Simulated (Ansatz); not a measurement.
NaI (rock salt)

```yaml
crystal:
  lattice:
    - [0.00000, 6.52904, 6.52904]
    - [3.26452, 3.26452, 6.52904]
    - [3.26452, 3.26452, 0.00000]
  atoms:
    - { symbol: I, position: [0.00000, 0.00000, 0.00000] }
    - { symbol: I, position: [0.50000, 0.00000, 0.00000] }
    - { symbol: Na, position: [0.00000, 0.50000, 0.50000] }
    - { symbol: Na, position: [0.50000, 0.50000, 0.50000] }
```

The atoms are displaced by Q × the pattern below (from a DFPT mode at X = (0.5, 0.5, 0.0), largest move 1; Q in Å), at fixed cell. (q is in reciprocal vectors of the primitive cell; the cell shown is doubled to hold the pattern.)

```tsv
atom	x	y	z
I1	0.000	0.000	-1.000
I2	0.000	0.000	1.000
Na3	0.000	0.000	-0.961
Na4	0.000	0.000	0.961
```

Calculation: PBE (plane waves to 420 eV, PAW, scalar-relativistic; Ansatz, an electronic-structure program). k mesh 9×9×9 (Γ-centred), Fermi-Dirac smearing 0.05 eV. NaI was relaxed with its symmetry unable to fall. Spin-orbit coupling is left out, though I is heavy.

At one point of the scan the forces (eV/Å) are:

| atom | Fx | Fy | Fz |
|---|---|---|---|
| I1 | 0.000 | 0.000 | 0.142 |
| I2 | 0.000 | 0.000 | -0.142 |
| Na3 | 0.000 | 0.000 | 0.025 |
| Na4 | 0.000 | 0.000 | -0.025 |

Task: Which point is it?
(A) Q = 0.017 Å
(B) Q = 0.083 Å
(C) Q = 0.050 Å

Result: B, Q = 0.083 Å

(A displaced cell: forces are minus the slopes of the energy, force constants its curvatures, and phonons follow from these.)
